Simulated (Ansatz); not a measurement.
A geometry of CsPbCl3 away from equilibrium: step 3 of the relaxation of a generated cell, CsPbCl3 placed in the AFLOW prototype AB3C_hR10_148_c_f_c (as in TiFeO3). The numbers are results of PBEsol (plane waves to 420 eV, PAW, scalar-relativistic; Ansatz, a first-principles code), not measurements. Γ-centred k-mesh 4×4×4 on the run's cell (coarser than for final values), Fermi–Dirac smearing 0.05 eV. The plane waves were selected for a different cell earlier on the path.

```yaml
crystal:
  lattice:
    - [3.84795, 2.22161, 7.12967]
    - [-3.84795, 2.22161, 7.12967]
    - [0.00000, -4.44323, 7.12967]
  atoms:
    - { symbol: Pb, position: [0.35126, 0.35126, 0.35126] }
    - { symbol: Pb, position: [0.64874, 0.64874, 0.64874] }
    - { symbol: Cl, position: [0.27371, 0.55203, 0.94982] }
    - { symbol: Cl, position: [0.94982, 0.27371, 0.55203] }
    - { symbol: Cl, position: [0.55203, 0.94982, 0.27371] }
    - { symbol: Cl, position: [0.72629, 0.44797, 0.05018] }
    - { symbol: Cl, position: [0.05018, 0.72629, 0.44797] }
    - { symbol: Cl, position: [0.44797, 0.05018, 0.72629] }
    - { symbol: Cs, position: [0.14717, 0.14717, 0.14717] }
    - { symbol: Cs, position: [0.85283, 0.85283, 0.85283] }
```

**Question.** What forces act on the atoms (eV/Å)?

**Answer.** 
| atom | Fx | Fy | Fz |
|---|---|---|---|
| Pb1 | 0.00 | 0.00 | -0.34 |
| Pb2 | 0.00 | 0.00 | 0.34 |
| Cl3 | 0.42 | 0.07 | 0.44 |
| Cl4 | -0.27 | 0.33 | 0.44 |
| Cl5 | -0.15 | -0.40 | 0.44 |
| Cl6 | -0.42 | -0.07 | -0.44 |
| Cl7 | 0.27 | -0.33 | -0.44 |
| Cl8 | 0.15 | 0.40 | -0.44 |
| Cs9 | 0.00 | 0.00 | 0.01 |
| Cs10 | 0.00 | 0.00 | -0.01 |

The path ends in R-3 (No. 148) (AFLOW prototype AB3C_hR10_148_c_f_c (as in TiFeO3)). No spin polarisation in the result.

The run could not lose the symmetry of its start: the end is stationary, and may be a saddle point rather than a minimum.

The end of the path is a generated cell of CsPbCl3: the first start was made by placing the elements on the sites of a structure type, and the end was not matched to a known phase here, so it may be hypothetical. Known forms of CsPbCl3 include space group No. 221.
